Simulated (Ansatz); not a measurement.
Input:

GaP:
```cif
data_GaP
_chemical_formula_sum 'P1 Ga1'
_space_group_name_H-M_alt 'P 1'
_space_group_IT_number 1
_cell_length_a 3.81214
_cell_length_b 3.81214
_cell_length_c 3.81214
_cell_angle_alpha 60.000
_cell_angle_beta 60.000
_cell_angle_gamma 60.000
loop_
_space_group_symop_operation_xyz
  'x, y, z'
loop_
_atom_site_label
_atom_site_type_symbol
_atom_site_fract_x
_atom_site_fract_y
_atom_site_fract_z
_atom_site_occupancy
P1 P 0.75000 0.75000 0.75000 1
Ga1 Ga 0.00000 0.00000 0.00000 1
```

This is the LDA-relaxed structure.

Problem. All from LDA in the plane-wave PAW code Ansatz, unless another level is named. Give the hole effective mass, band 3 of 3 at the edge.

Solution. 0.11 along [100], 0.088 along [110], 0.082 along [111] (mₑ).

Problem. Next, the conduction-band minimum?

Solution. on the Γ–X line, 86 % of the way from Γ (6 equivalent valleys).

Problem. And the weight of the valence-edge state by species (Voronoi cells)?

Solution. P 76 %, Ga 24 %.

Space group F-43m (zinc blende). The cell was relaxed with LDA under the symmetry of its start; phonons on a q-mesh show no instability. Scalar-relativistic: spin–orbit coupling is off unless named, which matters more the heavier the elements.

Potentials: the later of the program's two PAW sets.
